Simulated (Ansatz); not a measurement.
Computed with Ansatz, DFT PBE, scalar-relativistic, plane waves, PAW.

Settings: cutoff 420 eV, Γ-centred mesh 8×8×8 on the computed 8-atom cell, Gaussian smearing of 0.10 eV; collinear spin from starting moments 0 0 0 0 0 0 4 0 μB.

```yaml
crystal:
  lattice:
    - [4.85836, 0.00000, 0.00000]
    - [0.00000, 3.03695, 5.26752]
    - [0.00000, -3.03695, 5.26752]
  atoms:
    - { symbol: Mg, position: [0.00000, 0.82683, 0.34817] }
    - { symbol: Mg, position: [0.00000, 0.34817, 0.82683] }
    - { symbol: Mg, position: [0.00000, 0.33441, 0.33441] }
    - { symbol: Mg, position: [0.50000, 0.66976, 0.15298] }
    - { symbol: Mg, position: [0.50000, 0.15298, 0.66976] }
    - { symbol: Mg, position: [0.50000, 0.16673, 0.16673] }
    - { symbol: Mn, position: [0.00000, 0.82718, 0.82718] }
    - { symbol: Cu, position: [0.50000, 0.67393, 0.67393] }
```

Is this geometry at equilibrium? Which atom feels the largest force?

It isn't. Atom 8 (Cu) feels (0.00, 0.00, 0.07) eV/Å, 0.069 eV/Å in size.

Give all forces and the stress.

| atom | Fx | Fy | Fz |
| --- | --- | --- | --- |
| Mg1 | 0.000 | 0.026 | -0.011 |
| Mg2 | 0.000 | -0.026 | -0.011 |
| Mg3 | 0.000 | 0.000 | 0.011 |
| Mg4 | 0.000 | -0.009 | -0.016 |
| Mg5 | 0.000 | 0.009 | -0.016 |
| Mg6 | 0.000 | 0.000 | -0.040 |
| Mn7 | 0.000 | 0.000 | 0.014 |
| Cu8 | 0.000 | 0.000 | 0.069 |
Stress (GPa, compression positive):
```
-0.18  0.00  0.00
 0.00  0.62  0.00
 0.00  0.00  0.71
```

Only parallel moments were tried here.

Cost: 1 run of about 8 core-minutes, on Intel Xeon Processor @ 2.70GHz (shared hosts).